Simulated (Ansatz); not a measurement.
Al₂Cu:
```
Al2Cu
1.0
    4.08484     0.00000     0.00000
    0.00000     4.08484     0.00000
    0.00000     0.00000     2.84653
Al Cu
2 1
Direct
  0.50000   0.00000   0.50000
  0.00000   0.50000   0.50000
  0.00000   0.00000   0.00000
```

This is the PBEsol-relaxed structure. Cartesian axes are those of the cell as given.

Q: All from DFT-PBEsol in the program Ansatz with PAW potentials, unless another level is named. Predict the Poisson's ratio.

A: 0.25.

Q: Next, the elastic constants (relaxed ions, GPa)?

A: C11 = 209, C12 = 18.0, C13 = 66.9, C33 = 168, C44 = 57.0, C66 = 47.0.

Q: And the highest zone-centre frequency?

A: 353 cm⁻¹.

Space group P4/mmm. The workflow started from a Materials Project entry (that database holds measured and hypothetical structures alike); the Crystallography Open Database copy checked does not list it. It is not the phase usual at ambient conditions (space group No. 140). The cell was relaxed with PBEsol under the symmetry of its start; of distortions, only those at the zone centre were tested. No spin polarisation was allowed. As this level gives no gap, shear constants depend on the k-mesh and smearing (Fermi–Dirac, 0.1 eV here). As this level gives no gap, phonon frequencies hold no LO–TO term and depend on the k-mesh and smearing (Fermi–Dirac, 0.1 eV here).

Potentials: the later of the program's two PAW sets.
